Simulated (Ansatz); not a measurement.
# Structures of Zr$_{2}$C$_{3}$: which is lowest?

Plane-wave DFT in Ansatz with scalar-relativistic PAW potentials, cutoff 420 eV, Γ-centred meshes chosen by cell and gap, Gaussian smearing with energies taken to zero width. Every cell was relaxed (cell and atoms) in a run of its own, within the symmetry of its start. Functional: PBE.

Relaxed structures (starts from databases or built by putting these elements on another compound's sites):
A. C2/m, 5 atoms in the computed cell, a = 6.071 Å, b = 3.359 Å, c = 6.638 Å, β = 114.9°; sites (symmetry × multiplicity) Zr m × 4, C 2/m × 2 + m × 4; start: built
B. P-3m1, 5 atoms in the computed cell, a = 3.150 Å, c = 6.756 Å; sites (symmetry × multiplicity) Zr 3m. × 2, C -3m. × 1 + 3m. × 2; start: built

Rank them by energy. Could pressure change the order?

```tsv
structure	group	E − E(lowest) (meV/atom)	V (Å³/atom)	gap on mesh (eV)
A	C2/m	0.0	12.28	0.00
B	P-3m1	411	11.61	0.00
```

A is lowest, 411 meV/atom under B. B is denser by 0.66 Å³/atom, so pressure favours it: ΔE/ΔV, with ΔE in eV and 1 eV/Å³ = 160.2 GPa, gives about 99 GPa for equal enthalpy if both cells were rigid; at such pressures compression changes ΔV much, so this is a scale only. Other structures may lie lower than all of these, and vibrations aren't counted.